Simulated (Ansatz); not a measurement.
### Question
Name crystals whose computed values (LDA in the plane-wave PAW code Ansatz) fall in these windows: highest Γ mode, no LO–TO term (cm⁻¹) 240 to 360; electron conductivity mass (mₑ) 0.38 to 0.50.

### Answer


```json
[
 {"crystal": "HfSeS, P3m1 (Hf on 1a, Se on 1b, S on 1c)", "highest Γ mode, no LO–TO term (cm⁻¹)": "304", "electron conductivity mass (mₑ)": "0.43"},
 {"crystal": "BaO, P6_3/mmc (Ba on 2d, O on 2c)", "highest Γ mode, no LO–TO term (cm⁻¹)": "266", "electron conductivity mass (mₑ)": "0.39"},
 {"crystal": "ZrSeS, P3m1 (Zr on 1a, Se on 1c, S on 1b)", "highest Γ mode, no LO–TO term (cm⁻¹)": "311", "electron conductivity mass (mₑ)": "0.46"},
 {"crystal": "SrO, P6_3/mmc (Sr on 2d, O on 2c)", "highest Γ mode, no LO–TO term (cm⁻¹)": "333", "electron conductivity mass (mₑ)": "0.39"},
 {"crystal": "LaTeCl, P4/nmm (La on 2c, Te on 2c, Cl on 2a)", "highest Γ mode, no LO–TO term (cm⁻¹)": "243", "electron conductivity mass (mₑ)": "0.40"}
]
```
Others may fit too.

Not the usual ambient phase: BaO, P6_3/mmc (Ba on 2d, O on 2c); SrO, P6_3/mmc (Sr on 2d, O on 2c). Standing as an ambient phase not checked: HfSeS, P3m1 (Hf on 1a, Se on 1b, S on 1c); ZrSeS, P3m1 (Zr on 1a, Se on 1c, S on 1b); LaTeCl, P4/nmm (La on 2c, Te on 2c, Cl on 2a). Weakly bound layers, chains or molecules computed without a dispersion correction, so cells and soft constants are ill determined: HfSeS, P3m1 (Hf on 1a, Se on 1b, S on 1c); ZrSeS, P3m1 (Zr on 1a, Se on 1c, S on 1b). Perhaps ordered models of mixed-site phases: HfSeS, P3m1 (Hf on 1a, Se on 1b, S on 1c); ZrSeS, P3m1 (Zr on 1a, Se on 1c, S on 1b). All cells were relaxed under the symmetry of their starts (and spin orders); stability against distortions was not tested throughout. Rows with no word on spin ran without spin polarisation. Scalar-relativistic: spin–orbit coupling is off unless named, which matters more the heavier the elements.

Potentials: the later of the program's two PAW sets.
